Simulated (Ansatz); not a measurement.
# Property card for SnPb3Se4

Level of theory: DFT PBE, scalar-relativistic, plane waves, PAW (Ansatz 0.2.0).

Plane waves to 420 eV, a k mesh through Γ of 6×6×6 on the computed 8-atom cell and Gaussian smearing (0.01 eV); no spin polarisation.

The structure is relaxed at this level of theory with its symmetry kept, and needn't be the ground state of this composition.

Space group R3m (No. 160), trigonal, a = 8.763 Å, c = 10.767 Å. Around Sn lie 3 Se at 2.88 Å and 3 Se at 3.33 Å; around Pb lie 6 Se at 3.07–3.14 Å; Se on a site of symmetry 3m is surrounded by 6 Pb at 3.07–3.14 Å; Se on a site of symmetry m is surrounded by 1 Sn at 2.88 Å, 4 Pb at 3.08–3.14 Å and 1 Sn at 3.33 Å.

* Volume per atom: 29.84 Å³
* Formation energy from the elements' standard states (uncorrected): -0.531 eV/atom
* Kohn–Sham band gap: 0.03 eV
* Orbital (Löwdin) character of the top 1 eV of the valence band: Se 4p 65 %, Sn 5s 13 %, Sn 5p 8 %
* Orbital (Löwdin) character of the lowest 1 eV of the conduction band: Pb 6p 57 %, Sn 5p 16 %, Se 4s 11 %, Se 4p 11 %
* Bulk modulus: 37 GPa
* Its pressure derivative: 7.0
* Bader charge by site (e): Sn (1 in the cell) 0.84, Pb (3 in the cell) 0.89, Se (1 in the cell) -0.88, Se (3 in the cell) -0.87

Spin-orbit coupling is left out, which matters for the bands of heavy elements.

The cell was found from a structure generator's guess, not taken from experiment. Kohn–Sham gaps at this level usually fall short of measured ones. Löwdin shares on free-atom orbitals overweight diffuse shells in the empty bands.
